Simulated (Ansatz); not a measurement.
Consider the following.

O:
```
CELL_PARAMETERS angstrom
     -1.24952     1.24952     1.24952
      1.24952    -1.24952     1.24952
      1.24952     1.24952    -1.24952
ATOMIC_POSITIONS crystal
  O  0.00000 0.00000 0.00000
```
Starting moments (μB, in the order of the atoms O): 0.2.

This is the PBE-relaxed structure.

All from DFT-PBE in the program Ansatz with PAW potentials, unless another level is named. Give the electronic character.

metallic (no gap).

What about the density of states at the Fermi level?

0.94 states/eV per atom (mean over ±0.08 eV).

Space group Im-3m (bcc (W type)). The cell is a constructed one: a structure type filled with these elements; neither database checked (COD, Materials Project) lists it. It is not the usual solid phase (space group No. 12). The PBE relaxation kept the symmetry of its start; whether a distortion lowers the energy is not shown. Magnetic state: ferromagnetic, the only order run, not a proven ground state. The substance is a gas or liquid at ambient conditions. No Hubbard U is applied.

Potentials: the later of the program's two PAW sets.
